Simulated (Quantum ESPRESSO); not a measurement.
Field gradients of Zr from a PBE PAW density (pw.x of a modified build of Quantum ESPRESSO, JTH datasets) with the all-electron reconstruction of Petrilli and co-workers, 20 Ha, k-mesh 14×14×8 through Γ:

```
Zr
1.0
    3.23923     0.00000     0.00000
   -1.61961     2.80526     0.00000
    0.00000     0.00000     5.17222
Zr
2
Direct
  0.33333   0.66667   0.25000
  0.66667   0.33333   0.75000
```
Geometry: a computed entry of the Materials Project; it was not checked against measured cells. It is Zr in P6₃/mmc. Stability against distortions was not tested. The run has no spin polarisation.

Vzz is the sum of three terms, each taken along its main axis: the smooth valence density, the ions (nucleus and frozen core) with the augmentation charges of all other spheres, and the all-electron minus smooth density in the atom's own sphere. The split hangs on the datasets.  Cores are frozen. Zr had no test against all-electron runs. This crystal comes out metallic or nearly gapless here; its field gradients are sensitive to mesh and smearing.

```
site             smooth valence density  ions and other spheres  own sphere  Vzz (a.u.)
---------------  ----------------------  ----------------------  ----------  ----------
Zr (atoms 1, 2)                   0.003                   0.009           …           …
```

### Question
Complete the blanks.

### Answer

- Zr (atoms 1, 2), own sphere: 0.394
- Zr (atoms 1, 2), Vzz (a.u.): 0.405
